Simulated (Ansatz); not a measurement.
SrPt$_{5}$ in space group P6/mmm (No. 191; Sr on 1a, Pt on 3g, Pt on 2c), plane-wave PAW PBE (Ansatz code), all energies at zero smearing, with the estimated change up to a 700 eV cutoff added, with one set of potentials and settings (totals compare only within such a set). Cell of 6 atoms (1 Sr, 5 Pt): -66162.532 eV.

```
element             reference phase  E (eV/atom)
-------  --------------------------  -----------
Sr        C2/m, 3 atoms in the cell   -3544.2201
Pt       Fm-3m, 1 atoms in the cell  -12523.0127
```

Formation energy per atom, worked out: (-66162.532 − 1×(-3544.2201) − 5×(-12523.0127))/6 = -0.541 eV/atom (-52 kJ per mol of atoms), at 0 K, without zero-point energy or fitted corrections.

The first step of the workflow began from a Materials Project structure, measured or hypothetical; the Crystallography Open Database files this formula in space group No. 191, but the cells were not matched. Its standing as an ambient phase is unchecked. The PBE relaxation kept the symmetry of its start; whether a distortion lowers the energy is not shown. No spin polarisation was allowed. The references are the lowest solids computed at this level, not always the standard phases. Spin–orbit coupling is left out wherever it is not named.

Potentials: the later of the program's two PAW sets.
